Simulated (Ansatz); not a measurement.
ZrCu₅ (space group F-43m)

```
ZrCu5
1.0
    0.00000     3.39430     3.39430
    3.39430     0.00000     3.39430
    3.39430     3.39430     0.00000
Zr Cu
1 5
Direct
  0.00000   0.00000   0.00000
  0.25000   0.25000   0.25000
  0.62422   0.62422   0.62422
  0.62422   0.62422   0.12735
  0.62422   0.12735   0.62422
  0.12735   0.62422   0.62422
```

The volume is varied about the relaxed value V₀ at fixed cell shape. The atoms relax within the cell's symmetry.

The numbers are results of PBEsol (plane waves to 420 eV, PAW, scalar-relativistic; Ansatz, a first-principles code), not measurements. k mesh 12×12×12 (Γ-centred), Fermi-Dirac smearing 0.05 eV. Energies are smeared free energies. Compression counts positive. ZrCu5 is run without spin polarisation. ZrCu5 was relaxed with its symmetry unable to fall. ΔE is measured from the relaxed starting cell. The last digit holds for this mesh only.

| V (Å³/atom) | ΔE (meV/atom) |
|---|---|
| 10.950 | 231.2 |
| 11.367 | 137.9 |
| 11.784 | 72.4 |
| 12.201 | 30.1 |
| 12.618 | 7.1 |
| 13.036 | 0.0 |
| 13.453 | 6.2 |
| 13.870 | 23.6 |
| 14.287 | withheld |
| 14.704 | 84.3 |
| 15.121 | 124.8 |

Problem. Fit a third-order Birch-Murnaghan form (E₀, V₀, B₀, B₀′ free) to the given rows and predict ΔE at V = 14.287.

Solution. Least squares on the 10 given rows: ΔE = E₀ + (9V₀B₀/16)·y²·[2 + (B₀′ − 4)y], y = (V₀/V)^(2/3) − 1, with V₀ = 13.036 Å³/atom, B₀ = 159.2 GPa (160.2 GPa = 1 eV/Å³; the term in eV is multiplied by 1000), B₀′ = 4.72, E₀ = 0.01 meV/atom; root-mean-square residual 0.05 meV/atom. At 14.287 the fit gives 50.1 meV/atom; the calculation gives 50.1 meV/atom, the same to the digits shown. For the pressure the fit gives -11.8 GPa against the computed -11.8 GPa.

(Under strain, the slope of the energy per volume gives the stress and its curvature an elastic modulus.)
